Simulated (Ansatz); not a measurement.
An Ansatz (a quantum-chemistry and plane-wave program) run. Input:

Ansatz 0.2 input:
```yaml
crystal:
  lattice:
    - [3.465934891, 0.0, 0.0]
    - [0.0, 10.594902477, 0.0]
    - [0.0, 0.0, 3.4084408258]
  atoms:
    - { symbol: Pt, position: [0.0, 0.0, 0.5] }
    - { symbol: Pt, position: [0.5, 0.5, 0.0] }
    - { symbol: Cl, position: [0.9384148779, 0.8581102149, 0.0] }
    - { symbol: Cl, position: [0.0615851221, 0.1418897851, 0.0] }
    - { symbol: Cl, position: [0.4384148779, 0.6418897851, 0.5] }
    - { symbol: Cl, position: [0.5615851221, 0.3581102149, 0.5] }
kpoints:
  mp_grid: { grid: [5, 2, 5] }
hamiltonian:
  xc: hse06
  pseudopotentials: { kind: paw }
scf:
  n_extra_bands: 6
  occupations: { method: fixed }
output:
  eigenvalues: true
  eigenstates:
    e_range: [-9.0, 8.8]
    kpoints:
      - [0.0, 0.0, 0.0]  # VBM
      - [0.0, 0.0, 0.28125]  # CBM
```

Output (shortened):

```
Pseudopotential: Pt, paw, valence charge 18
Pseudopotential: Cl, paw, valence charge 7
Functional definition: HSE06
davidson cushion auto → on  (no smearing: the cushion is to keep the highest requested band from converging to the state above it …
Crystal: 6 atoms, lattice volume = 125.162 Å³
Basis set: ecut = 420 eV, 2439 PW (Γ)
Bands: 38, of which v1, the nominal top of the filled ones, is band 32 counted from 1 (31 counted from 0)
Symmetry: 8 space group operations
Space group: Pnnm (ITA 58), of the structure as read, at distance tolerance 5.0e-5 Å
k-points: 18 of 50
SCF iter   1: F=—  HF=-29365.662853 eV  |F-HF|=—  |Δ(HF+E_count)|=         —  Δρ=4.24e-3  dr2=1.97e-2  ethr=1.77e-3  ⟨swp⟩=9.2  Hψ=3040  notcnv=0
preconditioner: auto → none
SCF iter   2: F=—  HF=-29365.662697 eV  |F-HF|=—  |Δ(HF+E_count)|=   1.56e-4  Δρ=2.35e-3  dr2=1.24e-2  ethr=3.08e-5  ⟨swp⟩=4.3  Hψ=2171  notcnv=0
iter 3 solved again at ethr=1.25e-6 eV; its pass at ethr=1.94e-5 eV (dr2=7.97e-4 eV) is discarded
SCF iter   3: F=—  HF=-29365.660278 eV  |F-HF|=—  |Δ(HF+E_count)|=   2.42e-3  Δρ=1.07e-3  dr2=8.04e-4  ethr=1.25e-6  ⟨swp⟩=2.4  Hψ=3293  notcnv=0  defer=1
SCF iter   4: F=-29365.660517 eV  HF=-29365.660431 eV  |F-HF|=8.62e-5  |Δ(HF+E_count)|=   1.52e-4  Δρ=3.87e-4  dr2=5.59e-5  ethr=1.25e-6  ⟨swp⟩=3.1  Hψ=1715  notcnv=0  defer=1
SCF 1 stopped early in 4 iterations: F = -29365.660517 eV  dr2 = 5.59e-5
Crystal: 6 atoms, lattice volume = 125.162 Å³
Exchange kernel: α = 0.2500, screened, ω = 0.2079 Å⁻¹, Wigner–Seitz truncation, v(0) = 1042.0641 eV·Å³, q-mesh 5×2×5, nearest image of the exchange supercell L …
Frozen-core exchange: fock
SCF iter   1: F=—  HF=-29373.442931 eV  |F-HF|=—  |Δ(HF+E_count)|=         —  Δρ=7.93e-3  dr2=3.27e-2  ethr=8.73e-7  ⟨swp⟩=7.1  Hψ=3633  notcnv=0
preconditioner: auto → none
SCF iter   2: F=—  HF=-29373.434070 eV  |F-HF|=—  |Δ(HF+E_count)|=   8.86e-3  Δρ=3.76e-3  dr2=9.87e-3  ethr=8.73e-7  ⟨swp⟩=4.1  Hψ=2596  notcnv=0
SCF iter   3: F=—  HF=-29373.432935 eV  |F-HF|=—  |Δ(HF+E_count)|=   1.13e-3  Δρ=1.54e-3  dr2=6.56e-3  ethr=8.73e-7  ⟨swp⟩=4.0  Hψ=2468  notcnv=0
SCF iter   4: F=—  HF=-29373.462843 eV  |F-HF|=—  |Δ(HF+E_count)|=   2.99e-2  Δρ=1.51e-3  dr2=1.24e-3  ethr=8.73e-7  ⟨swp⟩=4.6  Hψ=2601  notcnv=0
SCF iter   5: F=—  HF=-29373.462444 eV  |F-HF|=—  |Δ(HF+E_count)|=   3.99e-4  Δρ=1.76e-4  dr2=1.93e-4  ethr=8.73e-7  ⟨swp⟩=3.0  Hψ=1898  notcnv=0
SCF iter   6: F=—  HF=-29373.463490 eV  |F-HF|=—  |Δ(HF+E_count)|=   1.05e-3  Δρ=3.67e-4  dr2=1.39e-4  ethr=1.68e-8  ⟨swp⟩=5.0  Hψ=2654  notcnv=0
SCF iter   7: F=-29373.463451 eV  HF=-29373.463452 eV  |F-HF|=4.67e-7  |Δ(HF+E_count)|=   3.84e-5  Δρ=3.04e-5  dr2=9.55e-6  ethr=1.68e-8  ⟨swp⟩=4.0  Hψ=2288  notcnv=0
SCF 2 stopped early in 7 iterations: F = -29373.463451 eV  dr2 = 9.55e-6
hybrid outer 1: dexx = +3.728e-2 eV, tail = 9.56e-5 eV
Crystal: 6 atoms, lattice volume = 125.162 Å³
Exchange kernel: α = 0.2500, screened, ω = 0.2079 Å⁻¹, Wigner–Seitz truncation, v(0) = 1042.0641 eV·Å³, q-mesh 5×2×5, nearest image of the exchange supercell L …
Frozen-core exchange: fock
SCF iter   1: F=—  HF=-29373.463303 eV  |F-HF|=—  |Δ(HF+E_count)|=         —  Δρ=1.02e-4  dr2=4.44e-6  ethr=7.47e-7  ⟨swp⟩=3.1  Hψ=1749  notcnv=0
preconditioner: auto → none
iter 2 solved again at ethr=2.59e-10 eV; its pass at ethr=6.52e-9 eV (dr2=1.66e-7 eV) is discarded
SCF iter   2: F=—  HF=-29373.463302 eV  |F-HF|=—  |Δ(HF+E_count)|=   1.38e-6  Δρ=2.66e-5  dr2=3.41e-7  ethr=2.59e-10  ⟨swp⟩=2.8  Hψ=3333  notcnv=0
SCF iter   3: F=-29373.463303 eV  HF=-29373.463303 eV  |F-HF|=4.77e-8  |Δ(HF+E_count)|=   1.02e-6  Δρ=7.70e-6  dr2=6.44e-8  ethr=2.55e-10  ⟨swp⟩=4.6  Hψ=2143  notcnv=0  defer=6
SCF 3 converged in 3 iterations: F = -29373.463303 eV  dr2 = 6.44e-8
hybrid outer 2: dexx = +2.010e-6 eV, tail = 1.98e-7 eV, Δε = 1.98e-3 eV (about 9.06e-5 eV left of the loop's levels)
NSCF: frozen V_eff on 2 k-points
hybrid SCF converged: 2 outer / 10 inner (+4 warm-up), last move |dexx| = 2.01e-6 eV, tail = 1.98e-7 eV
Stability not checked (fock_operator)
Free energy (F): -29373.463304 eV
Frozen-core exchange: fock
Harris-Foulkes:  -29373.463304 eV  (|F-HF|=4.77e-8)
Internal energy: -29373.463304 eV  (E = F + TS)
E sigma→0 (E₀):  -29373.463304 eV
Fermi energy:    7.402712 eV
--- Per-component energies (eV) ---
  E_band       = -879.877448
  E_kinetic    = 1925.139004
  E_local      = -6640.347362  (includes V_loc(G=0)·N_el)
  E_nonlocal   = 519.883477
  E_hartree    = 2551.839977
  E_xc         = -759.602070
  E_vxc        = -866.519517  (∫ρ·V_xc dr)
  E_exx        = -189.593577  (= α·E_x^exact, valence–valence)
  E_paw        = -21555.293057  (= ΣΔE_a)
  E_vpaw       = -542.536543  (= ΣTr[D̂ρ^β])
  E_aug_tail   = 0.000739  (compensation charges beyond the density's cutoff)
  E_ewald      = -5220.990249
  E_core_change = -4.500186  (= ΣΔE_core)
  E_smearing   =  0.000000  (= −TS)
  E_closure    =  0.000000  (closes the sum)
  Σ components = -29373.463304   (vs F -29373.463304, Δ=0.00e0)
  [band-id]    e_kinetic+e_local+e_nonlocal+2·e_hartree+e_vxc+2·e_exx+e_vpaw+e_augmentation_tail = -879.887401   (vs E_band -879.877448, Δ=-9.95e-3)
--- Band table (eV; the first three rows and the last of 18) ---
  k-point 0: bands = ["-94.3576", "-94.3576", "-47.7028", "-47.7026", "-47.6340", "-47.6339", "-46.6403", "-46.6403", "-11.0538", "-10.5866", "-10.0364", "-9.3882", "-0.6678", "0.3705", "0.5061", "0.5515", "3.0331", "3.2514", "3.3637", "3.5158", "4.0340", …
  k-point 1: bands = ["-94.3575", "-94.3574", "-47.7138", "-47.7136", "-47.6317", "-47.6317", "-46.6395", "-46.6395", "-10.7327", "-10.3135", "-10.0483", "-9.5472", "-0.0395", "0.3436", "0.7574", "0.7886", "1.7198", "2.0225", "3.3674", "3.4934", "3.6688", …
  k-point 2: bands = ["-94.3571", "-94.3571", "-47.7315", "-47.7314", "-47.6280", "-47.6279", "-46.6383", "-46.6383", "-10.0782", "-10.0233", "-9.8827", "-9.8453", "-0.3724", "-0.0451", "0.7570", "1.6167", "1.8340", "2.3154", "2.3388", "2.9543", "3.0202", …
  k-point 17: bands = ["-94.3570", "-94.3570", "-47.7309", "-47.7309", "-47.6278", "-47.6278", "-46.6542", "-46.6542", "-9.7701", "-9.7701", "-9.7077", "-9.7077", "0.0728", "0.0728", "1.2220", "1.2220", "1.7423", "1.7423", "2.1219", "2.1219", "3.0318", …
```

Cost: about 2.6 core-minutes (a rough figure) on shared cores.

The points marked VBM and CBM come from a semilocal run.

The workflow started from a Materials Project entry (that database holds measured and hypothetical structures alike); the Crystallography Open Database copy checked does not list it. COD files the formula under space group No. 166, so this cell is another polymorph or a model. Whether it is the stable phase at ambient conditions was not checked. Symmetry was held in the LDA relaxation; whether a distortion lowers the energy is not shown. The run is not spin-polarised. A crystal of weakly bound chains computed without a dispersion correction: the cell and the soft elastic constants depend strongly on that. Spin–orbit coupling is left out wherever it is not named.

Potentials: the later of the program's two PAW sets.

Ansatz is a plane-wave DFT program.
